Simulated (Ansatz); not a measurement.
Relaxation of a generated cell, W built in the AFLOW prototype A_hR3_166_ac (C19, as in Sm); 3 atoms in the cell, which starts as R-3m, hexagonal axes (No. 166), hR3; a = b = 2.828 Å, c = 20.503 Å, α = β = 90.00°, γ = 120.00°. Level of theory: PBE (plane waves to 420 eV, PAW, scalar-relativistic; Ansatz, a first-principles code). Γ-centred k-mesh 13×13×13 on the run's cell (coarser than for final values), Fermi–Dirac smearing 0.05 eV. This is the first round of the run. 

The optimiser's lines from the output (shortened; P is positive under compression):

```
relax step   1: F+E_penalty+E_count = -31156.07611747 eV  Δ(F+E_penalty+E_count) = +0.000e0 eV  max|allowed force component| = 2.777e-1 eV/Å  Δτ_max = 0.0000 Å  P = +12.021 GPa  Ω = 47.332 Å³  (6 SCF iters, dr2 threshold 1.00e-7 eV, accepted)
relax step   2: F+E_penalty+E_count = -31156.14265975 eV  Δ(F+E_penalty+E_count) = -6.654e-2 eV  max|allowed force component| = 3.196e-1 eV/Å  Δτ_max = 0.0225 Å  P = -10.751 GPa  Ω = 51.376 Å³  (6 SCF iters, dr2 threshold 3.00e-7 eV, accepted)
relax step   3: F+E_penalty+E_count = -31156.25294081 eV  Δ(F+E_penalty+E_count) = -1.103e-1 eV  max|allowed force component| = 2.129e-1 eV/Å  Δτ_max = 0.0079 Å  P = -3.328 GPa  Ω = 49.913 Å³  (6 SCF iters, dr2 threshold 3.00e-7 eV, accepted)
relax step   4: F+E_penalty+E_count = -31156.30387774 eV  Δ(F+E_penalty+E_count) = -5.094e-2 eV  max|allowed force component| = 9.412e-2 eV/Å  Δτ_max = 0.0142 Å  P = +4.648 GPa  Ω = 48.792 Å³  (6 SCF iters, dr2 threshold 3.00e-7 eV, accepted)
relax step   5: F+E_penalty+E_count = -31156.31619839 eV  Δ(F+E_penalty+E_count) = -1.232e-2 eV  max|allowed force component| = 2.105e-2 eV/Å  Δτ_max = 0.0032 Å  P = +0.102 GPa  Ω = 49.461 Å³  (6 SCF iters, dr2 threshold 3.00e-7 eV, accepted)
relax step   6: F+E_penalty+E_count = -31156.31712895 eV  Δ(F+E_penalty+E_count) = -9.306e-4 eV  max|allowed force component| = 2.902e-3 eV/Å  Δτ_max = 0.0008 Å  P = -0.020 GPa  Ω = 49.518 Å³  (6 SCF iters, dr2 threshold 3.00e-7 eV, accepted)
relax step   7: F+E_penalty+E_count = -31156.31713202 eV  Δ(F+E_penalty+E_count) = -3.068e-6 eV  max|allowed force component| = 2.488e-5 eV/Å  Δτ_max = 0.0001 Å  P = +0.000 GPa  Ω = 49.514 Å³  (6 SCF iters, dr2 threshold 3.61e-9 eV, accepted)
relax step   8: F+E_penalty+E_count = -31156.31861220 eV  Δ(F+E_penalty+E_count) = -1.480e-3 eV  max|allowed force component| = 5.210e-5 eV/Å  Δτ_max = 0.0000 Å  P = -0.001 GPa  Ω = 49.514 Å³  stress off target by 1.95e-2 GPa  SCF on the basis re-selected at this cell (its energy is not comparable with the rows above)  (6 SCF iters)
```

From the first to the last row the energy changes by -0.08 eV/atom and the volume by +4.6 %. The last row is marked as not comparable with the walk above it, whose basis was carried along; it does compare with step 1, since both stand on a basis selected at the nominal cutoff for their own cell.

Later rounds, restarted from the end of this one on a renewed k-mesh, logged 4 more steps and released under 0.01 eV/atom more. The final structure after all rounds: R-3m, hexagonal axes (No. 166), hR3, AFLOW prototype A_hR3_166_ac (C19, as in Sm); a = b = 2.7838 Å, c = 22.1222 Å, α = β = 90.00°, γ = 120.00°. Between re-selections the logged energies stand on a plane-wave basis carried along with the cell. No spin polarisation in the result.

The run could not lower the symmetry of its start; a shaken copy of this end point relaxes with PBE to Im-3m (No. 229), 0.49 eV/atom lower.

The relaxed structure here is a generated cell of W: the first start was made by placing the elements on the sites of a structure type, and the end was not matched to a known phase here, so it may be hypothetical. Known forms of W include space group No. 229.
